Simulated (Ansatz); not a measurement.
PbS with Se replacing S: a run for the field gradients

```yaml
crystal:
  lattice:
    - [0.0, 8.89725, 8.89725]
    - [8.89725, 0.0, 8.89725]
    - [8.89725, 8.89725, 0.0]
  atoms:
    - { symbol: Pb, position: [0.0, 0.0, 0.0] }
    - { symbol: Pb, position: [0.0, 0.0, 0.3333333333] }
    - { symbol: Pb, position: [0.0, 0.0, 0.6666666667] }
    - { symbol: Pb, position: [0.0, 0.3333333333, 0.0] }
    - { symbol: Pb, position: [0.0, 0.3333333333, 0.3333333333] }
    - { symbol: Pb, position: [0.0, 0.3333333333, 0.6666666667] }
    - { symbol: Pb, position: [0.0, 0.6666666667, 0.0] }
    - { symbol: Pb, position: [0.0, 0.6666666667, 0.3333333333] }
    - { symbol: Pb, position: [0.0, 0.6666666667, 0.6666666667] }
    - { symbol: Pb, position: [0.3333333333, 0.0, 0.0] }
    - { symbol: Pb, position: [0.3333333333, 0.0, 0.3333333333] }
    - { symbol: Pb, position: [0.3333333333, 0.0, 0.6666666667] }
    - { symbol: Pb, position: [0.3333333333, 0.3333333333, 0.0] }
    - { symbol: Pb, position: [0.3333333333, 0.3333333333, 0.3333333333] }
    - { symbol: Pb, position: [0.3333333333, 0.3333333333, 0.6666666667] }
    - { symbol: Pb, position: [0.3333333333, 0.6666666667, 0.0] }
    - { symbol: Pb, position: [0.3333333333, 0.6666666667, 0.3333333333] }
    - { symbol: Pb, position: [0.3333333333, 0.6666666667, 0.6666666667] }
    - { symbol: Pb, position: [0.6666666667, 0.0, 0.0] }
    - { symbol: Pb, position: [0.6666666667, 0.0, 0.3333333333] }
    - { symbol: Pb, position: [0.6666666667, 0.0, 0.6666666667] }
    - { symbol: Pb, position: [0.6666666667, 0.3333333333, 0.0] }
    - { symbol: Pb, position: [0.6666666667, 0.3333333333, 0.3333333333] }
    - { symbol: Pb, position: [0.6666666667, 0.3333333333, 0.6666666667] }
    - { symbol: Pb, position: [0.6666666667, 0.6666666667, 0.0] }
    - { symbol: Pb, position: [0.6666666667, 0.6666666667, 0.3333333333] }
    - { symbol: Pb, position: [0.6666666667, 0.6666666667, 0.6666666667] }
    - { symbol: Se, position: [0.1666666667, 0.1666666667, 0.1666666667] }
    - { symbol: S, position: [0.1666666667, 0.1666666667, 0.5] }
    - { symbol: S, position: [0.1666666667, 0.1666666667, 0.8333333333] }
    - { symbol: S, position: [0.1666666667, 0.5, 0.1666666667] }
    - { symbol: S, position: [0.1666666667, 0.5, 0.5] }
    - { symbol: S, position: [0.1666666667, 0.5, 0.8333333333] }
    - { symbol: S, position: [0.1666666667, 0.8333333333, 0.1666666667] }
    - { symbol: S, position: [0.1666666667, 0.8333333333, 0.5] }
    - { symbol: S, position: [0.1666666667, 0.8333333333, 0.8333333333] }
    - { symbol: S, position: [0.5, 0.1666666667, 0.1666666667] }
    - { symbol: S, position: [0.5, 0.1666666667, 0.5] }
    - { symbol: S, position: [0.5, 0.1666666667, 0.8333333333] }
    - { symbol: S, position: [0.5, 0.5, 0.1666666667] }
    - { symbol: S, position: [0.5, 0.5, 0.5] }
    - { symbol: S, position: [0.5, 0.5, 0.8333333333] }
    - { symbol: S, position: [0.5, 0.8333333333, 0.1666666667] }
    - { symbol: S, position: [0.5, 0.8333333333, 0.5] }
    - { symbol: S, position: [0.5, 0.8333333333, 0.8333333333] }
    - { symbol: S, position: [0.8333333333, 0.1666666667, 0.1666666667] }
    - { symbol: S, position: [0.8333333333, 0.1666666667, 0.5] }
    - { symbol: S, position: [0.8333333333, 0.1666666667, 0.8333333333] }
    - { symbol: S, position: [0.8333333333, 0.5, 0.1666666667] }
    - { symbol: S, position: [0.8333333333, 0.5, 0.5] }
    - { symbol: S, position: [0.8333333333, 0.5, 0.8333333333] }
    - { symbol: S, position: [0.8333333333, 0.8333333333, 0.1666666667] }
    - { symbol: S, position: [0.8333333333, 0.8333333333, 0.5] }
    - { symbol: S, position: [0.8333333333, 0.8333333333, 0.8333333333] }
kpoints:
  mp_grid: { grid: [2, 2, 2] }
scf:
  occupations: { method: fermi_dirac, width: 0.01 }
hamiltonian:
  xc: pbe
  pseudopotentials: { kind: nc }
  dispersion: d3bjatm
output:
  forces: true
  stress: true
  populations: true
  efg: { quadrupole_moments_barn: { S: -0.0694 }, contact_densities: true }
```

```sh
ansatz run input.yaml --threads 4 --pin off --max-ram 8192MiB --backend cpu --events-out ev --progress --plain --runs-dir out
```

(1) What happens when this input is run?

Results:

(1) The program refused the input. The program says:

```
Error: output.efg without hamiltonian.pseudopotentials.kind: paw|paw_fr|all_electron or hamiltonian.pseudopotentials.kind: all_electron — the all-electron EFG reconstruction needs the PAW one-centre densities; drop the efg request, or set kind: paw (paw_fr under spin-orbit coupling) (under a functional that reads the kinetic-energy density, kind: paw is refused in some combinations and carries risks of its own in the rest: see hamiltonian.xc for the refusals and hamiltonian.pseudopotentials.kind for the risks, both in the input reference; kind: paw is refused beside gw.static_remainder)
```

Against a sound input the change was `hamiltonian.dispersion`: not typed → d3bjatm; `hamiltonian.pseudopotentials`: {kind: paw} → {kind: nc}. The message points to `hamiltonian.pseudopotentials`.

With the sound settings the run converges and gives V_zz (10²¹ V/m²) Pb1 -0.018 (η 0.00), Pb2 -4.04 (η 0.00), Pb6 0.061 (η 0.18), S29 0.078 (η 0.32), S32 -0.007 (η 0.00), S42 -0.044 (η 0.00), and under 0.004 at the other sites; a site carries the number of its first atom in the input. The defect repeats with the cell of 54 atoms, so it feels its images: sites between two images don't show the values beside a lone defect, and zeros or small values of η there can come from the images' arrangement. Spin–orbit coupling is left out, which shifts gradients on Pb by a few per cent in wide-gap crystals, and can shift them far more where the calculated gap is small or absent, as here. With a gap of 0.3 eV on this mesh, small gradients can still move by 0.1 × 10²¹ V/m² or more as the k-mesh gets denser. The neighbours have not yet relaxed around the defect (largest force 0.34 eV/Å), so a real crystal will differ.
